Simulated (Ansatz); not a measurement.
Level of theory: DFT PBE, scalar-relativistic, plane waves, PAW (Ansatz). All cells share a 420 eV cutoff and Γ-centred k meshes spaced at most about 0.3 Å⁻¹ (about 0.25 or finer for metals, 2π included). No spin polarisation in the final relaxations.

Each of these unrelaxed guesses is relaxed in cell and atoms within its symmetry. A guess keeps its type if space group and coordination stay and the shape of the cell changes little (axis ratios within about 15 %, angles within 6°); the volume may change.

1. ZnCd2Se3

```cif
data_structure
_symmetry_space_group_name_H-M 'P-3m1'
_symmetry_Int_Tables_number 164
_cell_length_a 4.0811
_cell_length_b 4.0811
_cell_length_c 10.0107
_cell_angle_alpha 90.000
_cell_angle_beta 90.000
_cell_angle_gamma 120.000
_cell_volume 144.39
loop_
_atom_site_label
_atom_site_type_symbol
_atom_site_symmetry_multiplicity
_atom_site_Wyckoff_symbol
_atom_site_fract_x
_atom_site_fract_y
_atom_site_fract_z
_atom_site_occupancy
Zn1 Zn 1 a 0.00000 0.00000 0.00000 1
Cd1 Cd 2 d 0.33333 0.66667 0.66169 1
Se1 Se 1 b 0.00000 0.00000 0.50000 1
Se2 Se 2 d 0.33333 0.66667 0.17698 1
```

2. MgCdS4

```cif
data_structure
_symmetry_space_group_name_H-M 'P4/mmm'
_symmetry_Int_Tables_number 123
_cell_length_a 5.9643
_cell_length_b 5.9643
_cell_length_c 4.3668
_cell_angle_alpha 90.000
_cell_angle_beta 90.000
_cell_angle_gamma 90.000
_cell_volume 155.34
loop_
_atom_site_label
_atom_site_type_symbol
_atom_site_symmetry_multiplicity
_atom_site_Wyckoff_symbol
_atom_site_fract_x
_atom_site_fract_y
_atom_site_fract_z
_atom_site_occupancy
Mg1 Mg 1 b 0.00000 0.00000 0.50000 1
Cd1 Cd 1 d 0.50000 0.50000 0.50000 1
S1 S 4 l 0.65969 0.00000 0.00000 1
```

3. SnPb2O3

```cif
data_structure
_symmetry_space_group_name_H-M 'P4mm'
_symmetry_Int_Tables_number 99
_cell_length_a 3.6617
_cell_length_b 3.6617
_cell_length_c 7.7738
_cell_angle_alpha 90.000
_cell_angle_beta 90.000
_cell_angle_gamma 90.000
_cell_volume 104.23
loop_
_atom_site_label
_atom_site_type_symbol
_atom_site_symmetry_multiplicity
_atom_site_Wyckoff_symbol
_atom_site_fract_x
_atom_site_fract_y
_atom_site_fract_z
_atom_site_occupancy
Sn1 Sn 1 a 0.00000 0.00000 0.62515 1
Pb1 Pb 1 b 0.50000 0.50000 0.72860 1
Pb2 Pb 1 a 0.00000 0.00000 0.27024 1
O1 O 2 c 0.50000 0.00000 0.99856 1
O2 O 1 b 0.50000 0.50000 0.37889 1
```

4. B2C3

```cif
data_structure
_symmetry_space_group_name_H-M 'P6mm'
_symmetry_Int_Tables_number 183
_cell_length_a 3.6212
_cell_length_b 3.6212
_cell_length_c 4.5312
_cell_angle_alpha 90.000
_cell_angle_beta 90.000
_cell_angle_gamma 120.000
_cell_volume 51.46
loop_
_atom_site_label
_atom_site_type_symbol
_atom_site_symmetry_multiplicity
_atom_site_Wyckoff_symbol
_atom_site_fract_x
_atom_site_fract_y
_atom_site_fract_z
_atom_site_occupancy
B1 B 2 b 0.33333 0.66667 0.35099 1
C1 C 2 b 0.33333 0.66667 0.99191 1
C2 C 1 a 0.00000 0.00000 0.62375 1
```

Question: Which guesses survive the relaxation?

Answer: Guesses 1 and 2 keep their type.

```json
{"guess": "1", "kept": "yes", "start group": "P-3m1", "end group": "P-3m1", "V start (Å³/atom)": "24.1", "V end": "22.1", "b/a and c/a, end over start": "1.00, 1.01", "nearest neighbours start": "Cd 6, Se 6, Zn 6", "nearest neighbours end": "Cd 6, Se 6, Zn 6"}
{"guess": "2", "kept": "yes", "start group": "P4/mmm", "end group": "P4/mmm", "V start (Å³/atom)": "25.9", "V end": "23.2", "b/a and c/a, end over start": "1.00, 0.87", "nearest neighbours start": "Cd 22, Mg 8, S 1", "nearest neighbours end": "Cd 22, Mg 8, S 1"}
{"guess": "3", "kept": "no", "start group": "P4mm", "end group": "P4mm", "V start (Å³/atom)": "17.4", "V end": "22.5", "b/a and c/a, end over start": "1.00, 1.21", "nearest neighbours start": "O 5/8, Pb 9, Sn 5", "nearest neighbours end": "O 4, Pb 4, Sn 4"}
{"guess": "4", "kept": "no", "start group": "P6mm", "end group": "P6mm", "V start (Å³/atom)": "10.3", "V end": "8.4", "b/a and c/a, end over start": "1.00, 1.78", "nearest neighbours start": "B 1, C 1/12", "nearest neighbours end": "B 7, C 4/6"}
```

Neighbours count within 15 % of an atom's shortest distance; end groups are read at 0.02 Å (0.05 Å in metals).

Weakly bound directions are ill-defined at this level, which has no dispersion term (SnPb2O3 P4mm, B2C3 P6mm). These runs have no spin–orbit coupling, which can matter for Pb. Cells relaxed within their symmetry can be saddle points.

In counts of neighbours, a slash parts the counts of unlike sites.
